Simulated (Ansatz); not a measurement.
Question: Each is relaxed and computed with PBE (plane waves, PAW; program Ansatz). Which is the only metal?
A. BaTiO3, P4mm (Ba on 1a, Ti on 1b, O on 1b, O on 2c)
B. GeSe, wurtzite
C. TiGe, P-6m2 (Ti on 1a, Ge on 1f)
D. CoLi7Nb7O24Ti, P1 (Pearson symbol aP40)

Answer: C, TiGe, P-6m2 (Ti on 1a, Ge on 1f). TiGe: metal; GeSe: gap 0.91 eV (indirect); CoLi7Nb7O24Ti: gap 0.59 eV; BaTiO3: gap 1.84 eV (indirect). Spin orders computed, not proven ground states: CoLi7Nb7O24Ti, P1 (Pearson symbol aP40) ferromagnetic. Constructed cells (a structure type filled with these elements, in neither database checked): TiGe, P-6m2 (Ti on 1a, Ge on 1f); GeSe, wurtzite. Typed or built starts, not in the databases checked: CoLi7Nb7O24Ti, P1 (Pearson symbol aP40). Not the usual ambient phase: GeSe, wurtzite. Unstable at this level: BaTiO3, P4mm (Ba on 1a, Ti on 1b, O on 1b, O on 2c). All cells were relaxed under the symmetry of their starts (and spin orders); stability against distortions was not tested throughout. Rows with no word on spin ran without spin polarisation. No Hubbard U is applied. Scalar-relativistic: spin–orbit coupling is off unless named, which matters more the heavier the elements.

Potentials: the later of the program's two PAW sets.
